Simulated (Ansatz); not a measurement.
AgI (zinc blende, F-43m), DFT-PBE in the program Ansatz with PAW potentials. The conduction-band minimum lies at Γ, with 1 equivalent valley. Second derivatives d²E/dk² of the lowest band at one valley (eV·Å²), along Cartesian directions:

```tsv
direction	d²E/dk²
[100]	42.96
[010]	42.96
[001]	42.96
[110]	42.93
[101]	42.93
[011]	42.93
```

Find the principal effective masses, the density-of-states mass and the conductivity mass.

Off-diagonal terms follow from H_xy = H[110] − (H_xx + H_yy)/2, and m*/mₑ = 7.620 eV·Å² over each eigenvalue: 0.18, 0.18, 0.18. One valley's DOS mass (m₁m₂m₃)^(1/3) = 0.18, conductivity mass 3/(Σ 1/mᵢ) = 0.18 mₑ.

What effective density of states Nc follows at 300 K for parabolic valleys?

Nc = 2.509e19 × 1 × (0.18)^(3/2) ≈ 1.9e18 cm⁻³.

Symmetry was held in the PBE relaxation. The run is not spin-polarised. Scalar-relativistic: spin–orbit coupling is off unless named, which matters more the heavier the elements.

Potentials: the later of the program's two PAW sets.

Edges and masses are those of Kohn–Sham bands, whose gap is no quasiparticle gap.
